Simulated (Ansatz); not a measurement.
A geometry of Bi₂Te₃ away from equilibrium: the start of the relaxation of a generated trial cell of Bi2Te3 in the AFLOW prototype A3B2_hP5_164_ad_d (D5_13, as in Al3Ni2). Method: PBEsol (plane waves to 420 eV, PAW, scalar-relativistic; Ansatz, a program for electronic structure). Γ-centred k-mesh 5×5×4 on the run's cell (coarser than for final values), Fermi–Dirac smearing 0.05 eV.

```xyz
5
Lattice="5.5107 0.0000 0.0000 -2.7553 4.7724 0.0000 0.0000 0.0000 6.6905" Properties=species:S:1:pos:R:3 pbc="T T T"
Te     0.0000     0.0000     0.0000
Te     0.0000     3.1816     4.3354
Te     2.7553     1.5908     2.3550
Bi     0.0000     3.1816     0.9969
Bi     2.7553     1.5908     5.6936
```

### Question
Give the Cartesian forces on all atoms (eV/Å).

### Answer
```csv
atom,Fx,Fy,Fz
Te1,0.00,0.00,0.00
Te2,0.00,0.00,0.50
Te3,0.00,0.00,-0.50
Bi4,0.00,0.00,0.53
Bi5,0.00,0.00,-0.53
```

### Question
What is the pressure?

### Answer
-3.6 GPa, compression positive.

### Question
How much energy per atom can still be gained by relaxing?

### Answer
0.36 eV/atom; the path ends in P-3m1 (No. 164).

No spin polarisation in the result.

The run could not lose the symmetry of its start, so the end can be a saddle point.

The end of the path is a generated cell of Bi2Te3: the first start was made by placing the elements on the sites of a structure type, and the end was not matched to a known phase here, so it may be hypothetical. Known forms of Bi2Te3 include space group No. 166.
